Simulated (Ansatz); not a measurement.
Input file for Ansatz (a program for electronic structure):

Ansatz 0.2 input:
```yaml
crystal:
  lattice:
    - [0.0, 2.716991424, 2.716991424]
    - [2.716991424, 0.0, 2.716991424]
    - [2.716991424, 2.716991424, 0.0]
  atoms:
    - { symbol: Ba, position: [0.0, 0.0, 0.0] }
    - { symbol: O, position: [0.5, 0.5, 0.5] }
kpoints:
  mp_grid: { grid: [9, 9, 9] }
hamiltonian:
  xc: lda
  pseudopotentials: { kind: paw }
scf:
  occupations: { method: fixed }
elastic: { mode: relaxed_ion, stencil: two_point, amplitude: 0.005, f_tol: 0.0005 }
```

Output (shortened):

```
Pseudopotential: Ba, paw, valence charge 10
Pseudopotential: O, paw, valence charge 6
Functional definition: SPW92
Crystal: 2 atoms, lattice volume = 40.114 Å³
Basis set: ecut = 420 eV, 749 PW (Γ)
Bands: 12, of which v1, the nominal top of the filled ones, is band 8 counted from 1 (7 counted from 0)
Symmetry: 48 space group operations
Space group: Fm-3m (ITA 225), of the structure as read, at distance tolerance 3.4e-5 Å
k-points: 35 of 729
SCF iter   1: F=—  HF=-6337.621833 eV  |F-HF|=—  |Δ(HF+E_count)|=         —  Δρ=1.44e-2  dr2=8.96e-2  ethr=1.77e-3  ⟨swp⟩=4.6  Hψ=2487  notcnv=0  defer=59
preconditioner: auto → none
SCF iter   2: F=—  HF=-6337.625124 eV  |F-HF|=—  |Δ(HF+E_count)|=   3.29e-3  Δρ=1.73e-2  dr2=1.07e-1  ethr=5.60e-4  ⟨swp⟩=2.5  Hψ=1045  notcnv=0  defer=63
SCF iter   3: F=—  HF=-6337.601804 eV  |F-HF|=—  |Δ(HF+E_count)|=   2.33e-2  Δρ=2.14e-3  dr2=6.95e-4  ethr=5.60e-4  ⟨swp⟩=2.4  Hψ=612  notcnv=0  defer=62
SCF iter   4: F=—  HF=-6337.601596 eV  |F-HF|=—  |Δ(HF+E_count)|=   2.09e-4  Δρ=4.20e-4  dr2=5.56e-5  ethr=4.35e-6  ⟨swp⟩=3.0  Hψ=733  notcnv=0  defer=65
SCF iter   5: F=—  HF=-6337.601583 eV  |F-HF|=—  |Δ(HF+E_count)|=   1.21e-5  Δρ=4.91e-5  dr2=6.66e-7  ethr=3.47e-7  ⟨swp⟩=2.0  Hψ=525  notcnv=0  defer=61
SCF iter   6: F=—  HF=-6337.601583 eV  |F-HF|=—  |Δ(HF+E_count)|=   6.89e-7  Δρ=3.94e-6  dr2=2.24e-9  ethr=4.16e-9  ⟨swp⟩=2.1  Hψ=636  notcnv=0  defer=55
SCF iter   7: F=—  HF=-6337.601583 eV  |F-HF|=—  |Δ(HF+E_count)|=   1.02e-9  Δρ=8.10e-7  dr2=2.46e-10  ethr=1.40e-11  ⟨swp⟩=2.4  Hψ=678  notcnv=0  defer=55
SCF iter   8: F=—  HF=-6337.601583 eV  |F-HF|=—  |Δ(HF+E_count)|=  5.37e-11  Δρ=6.23e-8  dr2=1.45e-12  ethr=1.54e-12  ⟨swp⟩=2.0  Hψ=523  notcnv=0  defer=55
SCF iter   9: F=-6337.601583 eV  HF=-6337.601583 eV  |F-HF|=0.00e0  |Δ(HF+E_count)|=  9.09e-13  Δρ=6.30e-9  dr2=7.25e-15  ethr=1.00e-12  ⟨swp⟩=8.4  Hψ=3080  notcnv=0
SCF 1 converged in 9 iterations: F = -6337.601583 eV  dr2 = 7.25e-15
Crystal: 2 atoms, lattice volume = 39.913 Å³
Symmetry: 16 space group operations
k-points: 75 of 729
iter 1 solved again at ethr=2.30e-7 eV; its pass at ethr=3.10e-3 eV (dr2=3.68e-5 eV) is discarded
SCF iter   1: F=—  HF=-6337.601185 eV  |F-HF|=—  |Δ(HF+E_count)|=         —  Δρ=5.31e-4  dr2=6.23e-5  ethr=2.30e-7  ⟨swp⟩=2.3  Hψ=5687  notcnv=0  defer=137
preconditioner: auto → none
SCF iter   2: F=—  HF=-6337.601169 eV  |F-HF|=—  |Δ(HF+E_count)|=   1.60e-5  Δρ=2.83e-4  dr2=2.37e-5  ethr=2.30e-7  ⟨swp⟩=2.0  Hψ=1425  notcnv=0  defer=113
SCF iter   3: F=—  HF=-6337.601168 eV  |F-HF|=—  |Δ(HF+E_count)|=   5.27e-7  Δρ=2.71e-4  dr2=2.64e-5  ethr=1.48e-7  ⟨swp⟩=2.0  Hψ=1431  notcnv=0  defer=104
SCF iter   4: F=—  HF=-6337.601163 eV  |F-HF|=—  |Δ(HF+E_count)|=   5.35e-6  Δρ=2.08e-5  dr2=7.04e-8  ethr=1.48e-7  ⟨swp⟩=2.0  Hψ=1122  notcnv=0  defer=84
SCF iter   5: F=—  HF=-6337.601163 eV  |F-HF|=—  |Δ(HF+E_count)|=   1.16e-7  Δρ=2.24e-6  dr2=8.20e-10  ethr=4.40e-10  ⟨swp⟩=2.7  Hψ=1519  notcnv=0  defer=76
SCF iter   6: F=—  HF=-6337.601163 eV  |F-HF|=—  |Δ(HF+E_count)|=  2.18e-11  Δρ=4.08e-7  dr2=2.65e-11  ethr=5.13e-12  ⟨swp⟩=2.7  Hψ=1606  notcnv=0  defer=76
SCF iter   7: F=—  HF=-6337.601163 eV  |F-HF|=—  |Δ(HF+E_count)|=  1.82e-12  Δρ=7.62e-8  dr2=7.13e-13  ethr=1.65e-13 (applied; sched 1.00e-12)  ⟨swp⟩=2.2  Hψ=1498  notcnv=0  defer=76
SCF iter   8: F=-6337.601163 eV  HF=-6337.601163 eV  |F-HF|=1.82e-12  |Δ(HF+E_count)|=  3.64e-12  Δρ=6.07e-9  dr2=5.29e-15  ethr=1.00e-12  ⟨swp⟩=4.3  Hψ=3052  notcnv=0
SCF 2 converged in 8 iterations: F = -6337.601163 eV  dr2 = 5.29e-15
Crystal: 2 atoms, lattice volume = 40.314 Å³
Basis set: ecut = 420 eV, 757 PW (Γ)
iter 1 solved again at ethr=1.01e-9 eV; its pass at ethr=3.10e-3 eV (dr2=1.61e-7 eV) is discarded
SCF iter   1: F=—  HF=-6337.601121 eV  |F-HF|=—  |Δ(HF+E_count)|=         —  Δρ=6.22e-5  dr2=2.25e-7  ethr=1.01e-9  ⟨swp⟩=2.8  Hψ=5518  notcnv=0  defer=85
preconditioner: auto → none
SCF iter   2: F=—  HF=-6337.601122 eV  |F-HF|=—  |Δ(HF+E_count)|=   1.17e-6  Δρ=3.83e-5  dr2=2.59e-7  ethr=1.01e-9  ⟨swp⟩=2.0  Hψ=1427  notcnv=0  defer=85
SCF iter   3: F=—  HF=-6337.601122 eV  |F-HF|=—  |Δ(HF+E_count)|=   2.19e-8  Δρ=2.62e-5  dr2=1.17e-8  ethr=1.01e-9  ⟨swp⟩=2.0  Hψ=1133  notcnv=0  defer=85
SCF iter   4: F=—  HF=-6337.601123 eV  |F-HF|=—  |Δ(HF+E_count)|=   3.06e-7  Δρ=3.75e-6  dr2=1.59e-10  ethr=7.31e-11  ⟨swp⟩=2.0  Hψ=1271  notcnv=0  defer=85
SCF iter   5: F=—  HF=-6337.601123 eV  |F-HF|=—  |Δ(HF+E_count)|=   6.71e-9  Δρ=2.77e-7  dr2=1.61e-12  ethr=9.95e-13 (applied; sched 1.00e-12)  ⟨swp⟩=1.5  Hψ=990  notcnv=0  defer=85
SCF iter   6: F=-6337.601123 eV  HF=-6337.601123 eV  |F-HF|=9.09e-13  |Δ(HF+E_count)|=  3.64e-11  Δρ=2.85e-8  dr2=3.12e-14  ethr=1.00e-12  ⟨swp⟩=5.2  Hψ=3464  notcnv=0
SCF 3 converged in 6 iterations: F = -6337.601123 eV  dr2 = 3.12e-14
Crystal: 2 atoms, lattice volume = 40.114 Å³
Symmetry: 8 space group operations
k-points: 125 of 729
iter 1 solved again at ethr=5.26e-8 eV; its pass at ethr=3.10e-3 eV (dr2=8.41e-6 eV) is discarded
SCF iter   1: F=—  HF=-6337.601524 eV  |F-HF|=—  |Δ(HF+E_count)|=         —  Δρ=2.03e-4  dr2=1.09e-5  ethr=5.26e-8  ⟨swp⟩=3.2  Hψ=10114  notcnv=0  defer=243
preconditioner: auto → none
SCF iter   2: F=—  HF=-6337.601521 eV  |F-HF|=—  |Δ(HF+E_count)|=   2.28e-6  Δρ=8.78e-5  dr2=1.54e-6  ethr=5.26e-8  ⟨swp⟩=2.2  Hψ=2381  notcnv=0  defer=165
SCF iter   3: F=—  HF=-6337.601521 eV  |F-HF|=—  |Δ(HF+E_count)|=   7.24e-7  Δρ=1.47e-5  dr2=4.66e-8  ethr=9.66e-9  ⟨swp⟩=2.6  Hψ=2566  notcnv=0  defer=131
SCF iter   4: F=—  HF=-6337.601521 eV  |F-HF|=—  |Δ(HF+E_count)|=   4.75e-8  Δρ=2.25e-5  dr2=1.95e-7  ethr=2.92e-10  ⟨swp⟩=2.0  Hψ=2380  notcnv=0  defer=131
SCF iter   5: F=—  HF=-6337.601521 eV  |F-HF|=—  |Δ(HF+E_count)|=   4.03e-8  Δρ=3.55e-7  dr2=2.40e-11  ethr=2.92e-10  ⟨swp⟩=2.0  Hψ=2378  notcnv=0  defer=131
SCF iter   6: F=—  HF=-6337.601521 eV  |F-HF|=—  |Δ(HF+E_count)|=  4.37e-11  Δρ=4.54e-8  dr2=8.38e-13  ethr=1.50e-13 (applied; sched 1.00e-12)  ⟨swp⟩=2.0  Hψ=2515  notcnv=0  defer=131
SCF iter   7: F=-6337.601521 eV  HF=-6337.601521 eV  |F-HF|=2.73e-12  |Δ(HF+E_count)|=  1.82e-12  Δρ=9.55e-9  dr2=2.00e-14  ethr=1.00e-12  ⟨swp⟩=4.9  Hψ=5573  notcnv=0
SCF 4 converged in 7 iterations: F = -6337.601521 eV  dr2 = 2.00e-14
Crystal: 2 atoms, lattice volume = 40.114 Å³
iter 1 solved again at ethr=9.32e-11 eV; its pass at ethr=3.10e-3 eV (dr2=1.49e-8 eV) is discarded
SCF iter   1: F=—  HF=-6337.601520 eV  |F-HF|=—  |Δ(HF+E_count)|=         —  Δρ=2.34e-5  dr2=1.16e-8  ethr=9.32e-11  ⟨swp⟩=3.0  Hψ=9747  notcnv=0  defer=142
preconditioner: auto → none
SCF iter   2: F=—  HF=-6337.601521 eV  |F-HF|=—  |Δ(HF+E_count)|=   1.43e-7  Δρ=1.17e-5  dr2=2.23e-9  ethr=7.25e-11  ⟨swp⟩=1.0  Hψ=1500  notcnv=0  defer=142
SCF iter   3: F=—  HF=-6337.601521 eV  |F-HF|=—  |Δ(HF+E_count)|=   4.80e-8  Δρ=2.41e-6  dr2=1.69e-9  ethr=1.39e-11  ⟨swp⟩=2.7  Hψ=2360  notcnv=0  defer=142
SCF iter   4: F=—  HF=-6337.601521 eV  |F-HF|=—  |Δ(HF+E_count)|=  5.55e-11  Δρ=9.06e-7  dr2=6.07e-11  ethr=1.06e-11  ⟨swp⟩=2.0  Hψ=1874  notcnv=0  defer=142
SCF iter   5: F=—  HF=-6337.601521 eV  |F-HF|=—  |Δ(HF+E_count)|=  2.33e-10  Δρ=1.37e-7  dr2=5.16e-13  ethr=3.79e-13 (applied; sched 1.00e-12)  ⟨swp⟩=2.1  Hψ=2007  notcnv=0  defer=142
SCF iter   6: F=-6337.601521 eV  HF=-6337.601521 eV  |F-HF|=1.82e-12  |Δ(HF+E_count)|=  7.28e-12  Δρ=1.63e-8  dr2=3.34e-14  ethr=1.00e-12  ⟨swp⟩=4.7  Hψ=5110  notcnv=0
SCF 5 converged in 6 iterations: F = -6337.601521 eV  dr2 = 3.34e-14
SCF converged after 9 iterations
Free energy (F): -6337.601583 eV
Harris-Foulkes:  -6337.601583 eV  (|F-HF|=0.00e0)
Internal energy: -6337.601583 eV  (E = F + TS)
E sigma→0 (E₀):  -6337.601583 eV
Fermi energy:    8.977374 eV
--- Per-component energies (eV) ---
  E_band       = -8.008507
  E_kinetic    = 345.209457
  E_local      = -539.228115  (includes V_loc(G=0)·N_el)
  E_nonlocal   = 110.212854
  E_hartree    = 191.384690
  E_xc         = -241.652763
  E_vxc        = -232.007395  (∫ρ·V_xc dr)
  E_paw        = -5204.478315  (= ΣΔE_a)
  E_vpaw       = -74.967145  (= ΣTr[D̂ρ^β])
  E_aug_tail   = 0.002454  (compensation charges beyond the density's cutoff)
  E_ewald      = -999.431282
  E_core_change = 0.379437  (= ΣΔE_core)
  E_smearing   =  0.000000  (= −TS)
  E_closure    = 0.000000  (closes the sum)
  Σ components = -6337.601583   (vs F -6337.601583, Δ=0.00e0)
  [band-id]    e_kinetic+e_local+e_nonlocal+2·e_hartree+e_vxc+e_vpaw+e_augmentation_tail = -8.008509   (vs E_band -8.008507, Δ=-1.79e-6)
--- Forces (eV/Å), atoms counted from 1 ---
  atom   1  Ba     0.00000000     0.00000000     0.00000000
  atom   2  O      0.00000000     0.00000000     0.00000000
  max |Σ_I F_I| component: 0.0 eV/Å
--- Stress (GPa, compression-positive) ---
       -0.004923       0.000000       0.000000
        0.000000      -0.004923       0.000000
        0.000000       0.000000      -0.004923
  P = ⅓ Tr σ = -0.0049 GPa (-0.049 kbar)
--- Band table (eV; the first three rows and the last of 35) ---
  k-point 0: bands = ["-16.7602", "-5.8767", "-1.0841", "-1.0841", "-1.0841", "8.3719", "8.3719", "8.3719", "12.6124", "13.6472", "13.6472", "13.6472"]
  k-point 1: bands = ["-16.7231", "-5.9869", "-1.1131", "-1.1006", "-1.1006", "8.0969", "8.2102", "8.2102", "13.1430", "13.4338", "13.8703", "13.8703"]
  k-point 2: bands = ["-16.6268", "-6.2654", "-1.1827", "-1.1415", "-1.1415", "7.5444", "7.8420", "7.8420", "13.2114", "14.4982", "14.4982", "14.5245"]
  k-point 34: bands = ["-16.3364", "-6.4002", "-2.3795", "-2.2719", "-1.1638", "7.3918", "8.6164", "8.6927", "12.9384", "13.9966", "16.2481", "18.2101"]
--- Elastic constants: 2 strain directions × 2 members + reference (group order 48) ---
  dense FFT box of the reference and of every strained cell: 27×27×27
  strains applied: 11, 23; error gains: componentwise 1.00 (the most a stress slope's error grows in a printed constant), spectral 1.73 (1 for all six strains …
  C = ∂σ_k/∂η_j (tension-positive GPa; Voigt order 11 22 33 23 13 12):
       152.590     52.556     52.556      0.000      0.000      0.000
        52.556    152.590     52.556      0.000      0.000      0.000
        52.556     52.556    152.590      0.000      0.000      0.000
         0.000      0.000      0.000     33.969      0.000      0.000
         0.000      0.000      0.000      0.000     33.969      0.000
         0.000      0.000      0.000      0.000      0.000     33.969
  reference stress σ⁰ (GPa):      0.005      0.005      0.005      0.000      0.000      0.000
  C* (energy form; C + prestress term) asymmetry max|C*_kj − C*_jk| = 2.842e-14 GPa — a small one proves nothing (zero by symmetry where the batch's group is …
  moduli (Voigt/Reuss/Hill, GPa): K = 85.90/85.90/85.90   G = 40.39/38.97/39.68   E = 103.15   ν = 0.300
  mechanically stable: yes (min eigenvalue of sym C = 33.97 GPa)
  where every solve meets its electron count the energy-path curvature estimates C_jj along a normal strain and C_jj − ¼(σ⁰_aa + σ⁰_bb) along a shear (ab), of …
  strain η (Voigt 11):  stress-route row diagonal C_11 = 152.59 GPa, energy-path curvature d²(F+E_count+ΔE)/dδ²/Ω₀ = 152.66 GPa
         δ    σ_11 (GPa)             F (eV)   n_scf  n_hpsi   n_pw
    -5.000e-3      -0.7822       -6337.6011629       8   18970    801   relax 0 steps, max|allowed force component| 0.0 eV/Å
     5.000e-3       0.7437       -6337.6011227       6   15431    802   relax 0 steps, max|allowed force component| 0.0 eV/Å
  strain η (Voigt 23):  stress-route row diagonal C_44 = 33.97 GPa, energy-path curvature d²(F+E_count+ΔE)/dδ²/Ω₀ = 34.07 GPa
         δ    σ_23 (GPa)             F (eV)   n_scf  n_hpsi   n_pw
    -5.000e-3      -0.1698       -6337.6015206       7   30611    797   relax 0 steps, max|allowed force component| 0.0 eV/Å
     5.000e-3       0.1698       -6337.6015206       6   25294    797   relax 0 steps, max|allowed force component| 0.0 eV/Å
```

Cost: about 15 core-seconds (a rough figure) on shared cores.

The cell was relaxed with LDA under the symmetry of its start; phonons on a q-mesh show no instability. Spin–orbit coupling is left out wherever it is not named.

Potentials: the later of the program's two PAW sets.

Ansatz is a plane-wave DFT program.
